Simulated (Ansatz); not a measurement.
The start is a relaxed BAs cell deformed by the Cartesian strain tensor (xx, yy, zz, yz, xz, xy) = (0.036, -0.045, 0.019, -0.045, -0.015, -0.010). Cell shape, volume and atoms are optimised at zero target pressure with PBEsol (plane waves to 420 eV, PAW, scalar-relativistic; Ansatz, a first-principles code). The first steps use a coarse 8×8×8 k-mesh.

Initial structure:
```
BAs
1.0
   -0.06198     2.16938     2.32195
    2.43280    -0.13231     2.39228
    2.44472     2.25163    -0.14423
As B
1 1
Cartesian
  3.61166   3.21652   3.42750
  0.00000   0.00000   0.00000
```

```yaml
energy_released: 0.10 eV/atom
volume_change: -0.6 %, from 13.63 to 13.55 Å³/atom
relative_to_the_parent: It returns to the parent structure, F-43m (No. 216)
Shortest distances (start → end): "The closest pairs of elements (up to four, under 3.6 Å), start → end: As–B 1.98 → 2.06 Å; As–As 3.18 → 3.37 Å; B–B 3.18 → 3.37 Å"
band_gap_at_the_end: 1.08 eV, indirect (valence top at Γ, conduction bottom at 82 % of the way from Γ to X) (no spin-orbit coupling)
optimiser_moves: 5
```

Final structure:

```cif
data_As4B4
_chemical_formula_sum 'As4 B4'
_space_group_name_H-M_alt 'F-43m'
_space_group_IT_number 216
_space_group_name_Hall 'F -4 2 3'
_cell_length_a 4.76787
_cell_length_b 4.76787
_cell_length_c 4.76787
_cell_angle_alpha 90.000
_cell_angle_beta 90.000
_cell_angle_gamma 90.000
loop_
_atom_site_label
_atom_site_type_symbol
_atom_site_symmetry_multiplicity
_atom_site_Wyckoff_symbol
_atom_site_fract_x
_atom_site_fract_y
_atom_site_fract_z
_atom_site_occupancy
As1 As 4 c 0.25000 0.25000 0.25000 1
B1 B 4 a 0.00000 0.00000 0.00000 1
```
(The calculation used a cell of 2 atoms; values per cell refer to that cell.)

Final values are on a 12×12×12 k-mesh of the relaxed cell. No spin polarisation in the result.
